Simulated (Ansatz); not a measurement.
Relativity and the crystal structure of Tl

All-electron LAPW in Ansatz 0.2.0 under LDA, no spin polarisation, energies at zero smearing. Each structure type is relaxed to zero pressure at each level of relativity. k spacings are near 0.16 Å⁻¹ and smearing is 0.05 eV. Energies count from bcc at the same level and carry up to 5 meV/atom of mesh noise; only these types were tried.

```tsv
level	V bcc (Å³/atom)	V hcp (Å³/atom)	V sc (Å³/atom)	V diamond (Å³/atom)	E hcp − E bcc (meV/atom)	E sc − E bcc (meV/atom)	E diamond − E bcc (meV/atom)
non-relativistic	29.26	29.16	?	40.57	-7	40	361
scalar-relativistic	27.27	27.24	29.49	38.26	-3	130	444
with spin–orbit coupling	26.78	26.83	?	37.26	-1	113	425
```

**Question.** Fill in "V sc (Å³/atom)" for the row "non-relativistic".

**Answer.** 30.87.

**Question.** What belongs in the row "with spin–orbit coupling", column "V sc (Å³/atom)"?

**Answer.** 28.86.

**Question.** Which type is lowest at each level, and how does relativity move the volume?

**Answer.** non-relativistic: hcp; scalar-relativistic: hcp or bcc (too close to call); with spin–orbit coupling: hcp or bcc (too close to call). The volume of hcp changes by -6.6 % from the first level to the second and by -1.5 % from the second to the third.
